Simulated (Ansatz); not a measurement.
Level of theory: DFT PBE, scalar-relativistic, plane waves, PAW (Ansatz 0.2.0). Settings: cutoff 420 eV, Γ-centred meshes spaced at most about 0.3 Å⁻¹ (2π included), Gaussian smearing. No spin polarisation in the final relaxations.

Temperature and zero-point effects are left out. All come from trial cells, and lower structures may exist.

**Question.** Order these relaxed structures of ZnCd₂S₃ by energy, lowest first, with the energy over the lowest of them.
A.

```
Zn Cd S
1.0
    -2.02773    2.02773    8.73205
     2.02773   -2.02773    8.73205
     2.02773    2.02773   -8.73205
Zn Cd S
1 2 3
Cartesian
  0.0000 0.0000 0.0000
  0.0000 0.0000 11.5513
  0.0000 0.0000 5.9128
  0.0000 2.0277 4.3660
  2.0277 0.0000 7.4657
  2.0277 0.0000 1.2664
```

B.

```
Zn Cd S
1.0
     4.06797    0.00000    0.00000
    -2.03399    3.52297    0.00000
     0.00000    0.00000   20.10306
Zn Cd S
2 4 6
Cartesian
  2.0340 1.1743 6.6993
  0.0000 2.3486 16.7508
  0.0000 0.0000 20.0451
  0.0000 0.0000 9.9936
  0.0000 2.3486 3.4504
  2.0340 1.1743 13.5019
  0.0000 0.0000 2.4922
  0.0000 0.0000 12.5437
  0.0000 2.3486 6.0104
  2.0340 1.1743 16.0619
  2.0340 1.1743 9.0474
  0.0000 2.3486 19.0989
```

**Answer.** A (0 meV/atom), B (12 meV/atom). Forms: A Zn and Cd ordered on zinc blende sites, I-4m2; B P6_3mc. Counting S atoms around Cd and Zn (those within 1.25 times the shortest such distance or 1.15 times the sum of covalent radii): A has Zn 4, Cd 4; B has Zn 4, Cd 4.

Cells relaxed within their symmetry can be saddle points. Some types were kept out of the candidates beforehand, so the set may lack a known form.
